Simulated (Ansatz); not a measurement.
According to PBEsol in the plane-wave PAW code Ansatz, CuCl in the trigonal phase (P3_121; Cu on 3a, Cl on 3b) relaxes to a = 3.981 Å, c = 8.967 Å. Cu has 2 nearest neighbours from 2.12 Å (linear); Cl has 2 nearest neighbours from 2.12 Å (bent). Its formation energy from the elements is -27 kJ/mol of atoms, with no fitted shifts.

It is gapped at this level: 2.06 eV (indirect). The valence maximum lies at H and the conduction minimum at Γ. Electrons at the band edge weigh 0.53, 0.88, 0.88 mₑ (principal values). The hole mass is 1.1, 3.0, 3.0 mₑ (principal values). The magnetic state found is non-magnetic (starting moments vanished).

Perturbation theory gives ε∞ = 4.35 (xx = yy), 4.76 (zz). Born charges are Cu +0.76, Cl -0.76 e. Without the LO–TO term the highest mode at Γ lies at 384 cm⁻¹.

The start of the workflow was typed in or built on a structure type; neither database checked (COD, Materials Project) lists it. It is not the phase usual at ambient conditions (space group No. 216). The cell was relaxed with PBEsol under the symmetry of its start; phonons show weakly imaginary modes. The workflow began spin-polarised and lost its moments. The references are the lowest solids computed at this level, not always the standard phases (solids in place of the gases).

Potentials: the later of the program's two PAW sets.
